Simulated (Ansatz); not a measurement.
Relaxed-ion elastic tensor of HfO₂ in space group P4_2/nmc (No. 137; Hf on 2a, O on 4d) in GPa (Voigt order), LDA in the plane-wave PAW code Ansatz; density 10.95 g/cm³, 10.64 Å³ per atom.

```
 418   254  84.9   0.0   0.0   0.0
 254   418  84.9   0.0   0.0   0.0
84.9  84.9   364   0.0   0.0   0.0
 0.0   0.0   0.0  37.4   0.0   0.0
 0.0   0.0   0.0   0.0  37.4   0.0
 0.0   0.0   0.0   0.0   0.0   191
```

Is the crystal mechanically stable?

Yes: the smallest eigenvalue of C is 37.4 GPa.

Work out the Voigt, Reuss and Hill averages.

K_V = 227, K_R = 217, K_H = 222; G_V = 105, G_R = 65.0, G_H = 85.0 GPa.

Give Young's modulus, Poisson's ratio, Pugh's ratio and the universal anisotropy index.

E = 9KG/(3K + G) = 226 GPa; ν = 0.33; K/G = 2.62 (ductile by the Pugh limit of 1.75); A_U = 5G_V/G_R + K_V/K_R − 6 = 3.11.

Estimate the sound speeds and the Debye temperature.

v_l = √((K + 4G/3)/ρ) = 5540 m/s, v_t = √(G/ρ) = 2790 m/s, mean 3120 m/s; Θ = (h/k)(3n/4πV)^(1/3) v_m = 423 K.

Solve the Christoffel equation for the three sound speeds along x, y, z.

Eigenvalues of C_ijkl n_j n_l equal ρv². In km/s, slowest first: x 1.85, 4.18, 6.18; y 1.85, 4.18, 6.18; z 1.85, 1.85, 5.77.

How much does each axis shrink under pressure?

Linear compressibilities β_i = Σ_j S_ij (j = 1 to 3): x 1.2, y 1.2, z 2.2 per TPa.

This is a known high-temperature phase of the composition, computed here at zero pressure and temperature. Symmetry was held in the LDA relaxation; its stability against distortions is not shown here. No spin polarisation was allowed. Spin–orbit coupling is left out wherever it is not named.

Potentials: the earlier of the program's two PAW sets. The files were generated under PBE; for other functionals the program regenerates the frozen cores, and for LDA and PBEsol the local potential too.
